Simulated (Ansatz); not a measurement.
A geometry of PtSe$_{2}$ away from equilibrium: step 3 of the relaxation of a generated cell, PtSe2 placed in the cotunnite structure type. These are r2SCAN (plane waves to 500 eV, PAW, scalar-relativistic; Ansatz, an electronic-structure program) values and carry that method's errors. Γ-centred k-mesh 3×5×3 on the run's cell (coarser than for final values), Fermi–Dirac smearing 0.05 eV. The plane waves were selected for a different cell earlier on the path.

```
CELL_PARAMETERS angstrom
      6.88628     0.00000     0.00000
      0.00000     4.05076     0.00000
      0.00000     0.00000     8.30666
ATOMIC_POSITIONS crystal
  Pt 0.73030 0.25000 0.56117
  Pt 0.23030 0.25000 0.93883
  Pt 0.26970 0.75000 0.43883
  Pt 0.76970 0.75000 0.06117
  Se 0.63061 0.25000 0.89835
  Se 0.13061 0.25000 0.60165
  Se 0.36939 0.75000 0.10165
  Se 0.86939 0.75000 0.39835
  Se 0.47573 0.25000 0.34277
  Se 0.97573 0.25000 0.15723
  Se 0.52427 0.75000 0.65723
  Se 0.02427 0.75000 0.84277
```

### Question
What forces act on the atoms (eV/Å)?

### Answer
```
atom     Fx    Fy     Fz
----  -----  ----  -----
Pt1    0.15  0.00  -0.89
Pt2    0.15  0.00   0.89
Pt3   -0.15  0.00   0.89
Pt4   -0.15  0.00  -0.89
Se5   -0.21  0.00   0.33
Se6   -0.21  0.00  -0.33
Se7    0.21  0.00  -0.33
Se8    0.21  0.00   0.33
Se9   -0.42  0.00   0.34
Se10  -0.42  0.00  -0.34
Se11   0.42  0.00  -0.34
Se12   0.42  0.00   0.34
```

The path ends in Cmce (No. 64). No spin polarisation in the result. Without a van der Waals term the distances between weakly bound units are poorly fixed.

The run could not lose the symmetry of its start: the end is stationary, and may be a saddle point rather than a minimum.

The end of the path is a generated cell of PtSe2: the first start was made by placing the elements on the sites of a structure type, and the end was not matched to a known phase here, so it may be hypothetical. Known forms of PtSe2 include space group No. 164.
